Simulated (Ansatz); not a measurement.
CdPtC₆N₆: gradients before and after relaxing the atoms

Start: an entry of the Crystallography Open Database (COD), atoms as given.

Space group Fm-3m (No. 225); a = 10.9421 Å.

```
site  Wyckoff  site symmetry       x       y       z
  Cd       4b           m-3m  0.5000  0.5000  0.5000
  Pt       4a           m-3m  0.0000  0.0000  0.0000
   C      24e           4m.m  0.1856  0.5000  0.5000
   N      24e           4m.m  0.2857  0.5000  0.5000
```

One atom of each set is listed; the run and its k-mesh use a cell of 14 atoms with edges of 7.74, 7.74, 7.74 Å.

The numbers come from a DFT calculation in Ansatz (PBE, plane waves and PAW, scalar-relativistic, 420 eV cutoff, Γ-centred 5×5×5 k-points, Fermi–Dirac smearing 0.05 eV).

The largest force at the start is 9.2 eV/Å. Relaxing the ions at fixed cell moves them by 0.037 Å at most (atom 11, N) and 0.029 Å rms. End positions:

Cd (0.5000, 0.5000, 0.5000)
Pt (0.0000, 0.0000, 0.0000)
C (0.1833, 0.5000, 0.5000)
N (0.2891, 0.5000, 0.5000)

```json
{"site": "C", "moved (Å)": "0.025", "first shell before": "1 N at 1.10 Å, 1 Pt at 2.03 Å, angle 180°", "first shell after": "1 N at 1.16 Å, 1 Pt at 2.01 Å, angle 180°", "V_zz before (10²¹ V/m²)": "-4.02", "η before": "0.00"}
{"site": "N", "moved (Å)": "0.037", "first shell before": "1 C at 1.10 Å", "first shell after": "1 C at 1.16 Å", "V_zz before (10²¹ V/m²)": "-7.08", "η before": "0.00"}
```

**Question.** How do the gradients change?

**Answer.** 

| site | V_zz after | η after | change of V_zz |
| --- | --- | --- | --- |
| C | -3.81 | 0.00 | +0.21 |
| N | -5.87 | 0.00 | +1.21 |

The largest change of V_zz is on N, from -7.08 to -5.87. In per cent, |V_zz| changes by -5 on C, -17 on N (all sites that start above 0.5). Sites without a gradient aren't listed. Forces this large mark an entry whose positions are poorly determined or wrongly transcribed.

Without spin–orbit coupling the gradients at and beside Pt can be off by some per cent, at some sites by more. The database entry as given showed forces above 3 eV/Å or a pressure above 30 GPa, though relaxing it moves no atom far.
